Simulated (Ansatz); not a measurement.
Profile along the Al–Al line in Al (fcc, Cu type)

Al (fcc, Cu type), conventional cell a = b = c = 4.0400 Å, α = β = γ = 90.00°. The calculation uses the primitive cell of 1 atom, to which meshes and values per cell refer.

Fields along a shortest Al–Al line of a {100} plane (2.86 Å), from Al to Al, interpolated on the slice's grid (step about 0.1 Å). Level of theory: PBE (plane waves to 420 eV, PAW, scalar-relativistic; Ansatz, a first-principles code). k mesh 20×20×20. Near the nuclei the fields are pseudised (PAW); where an atom keeps semicore shells as valence, they peak there. Al was relaxed with its symmetry unable to fall. The PAW data are Ansatz's earlier set.

```tsv
distance from Al (Å)	valence electron density (e/Å³)	electron localisation function
0.00	0.05	x
0.14	0.06	x
0.29	0.07	x
0.43	0.09	x
0.57	0.13	0.13
0.71	0.17	0.33
0.86	0.20	0.53
1.00	0.21	0.62
1.14	0.21	0.63
1.29	0.21	0.62
1.43	0.20	0.61
1.57	0.21	0.62
1.72	0.21	0.63
1.86	0.21	0.62
2.00	0.20	0.53
2.15	0.17	0.33
2.29	0.13	0.13
2.43	0.09	x
2.57	0.07	x
2.72	0.06	x
2.86	0.05	x
```

x: too close to a nucleus for the ELF to mean much.

Density on the Al–Al line (2.86 Å) at its midpoint: 0.20 e/Å³. ELF at that point: 0.61. ELF maximum in the middle third of the Al–Al line: 0.63, 1.1 Å from Al.
